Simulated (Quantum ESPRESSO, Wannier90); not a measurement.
# Ga2AsP (R3m), plane waves to Wannier functions

```
Ga2AsP
1.0
   -1.96511     3.40367     0.00000
   -3.93022     0.00000     0.00000
   -1.96511     1.13456     6.41726
Ga P As
2 1 1
Direct
  0.99756   0.99756   0.00733
  0.50249   0.50249   0.49252
  0.62502   0.62502   0.12493
  0.12493   0.12493   0.62521
```

Structure: Materials Project mp-1224789, symmetrised, not relaxed again. Not found in the COD (Crystallography Open Database) copy used; not checked further. Method: LDA plane waves in Quantum ESPRESSO 7.5 (PseudoDojo norm-conserving files, 64 Ry, no spin polarisation, no spin-orbit coupling), Bloch states on a 8×8×8 mesh through Γ, Wannier90 4.0.1. Density: 10×10×10 mesh, cold smearing 0.01 Ry. Spin-orbit coupling, left out, would split the p-like bands by a few tenths of an eV.

Base run: 16 functions from bands 16-41 of the 41 computed, start hydrogen-like Ga: s;p; P: s;p; As: s;p, centres 0.05 Å off the atoms, frozen window up to 2.30 eV relative to the valence-band maximum, outer window open. One setting was then changed (edges relative to the valence-band maximum; misfit to pw.x on a path, for states up to 1.8 eV relative to the valence-band maximum).

```json
[
 {"run": "base", "Ω_I (Å²)": "24.77", "rms misfit (meV)": "4.5", "worst (meV)": "81"},
 {"run": "changed", "Ω_I (Å²)": "21.98", "rms misfit (meV)": "196", "worst (meV)": "1807"}
]
```

Q: Which change was made?
A. frozen window to 1.80 eV
B. no frozen window
C. frozen window to 1.30 eV
D. outer window to 10.34 eV
E. outer window to 15.04 eV

A: B, no frozen window. The others give:

```
run                       Ω_I (Å²)  rms misfit (meV)  worst (meV)
------------------------  --------  ----------------  -----------
frozen window to 1.30 eV     22.72               113         1286
frozen window to 1.80 eV     23.53                16          169
outer window to 15.04 eV     25.55               4.4           77
outer window to 10.34 eV     38.96               7.5           39
```
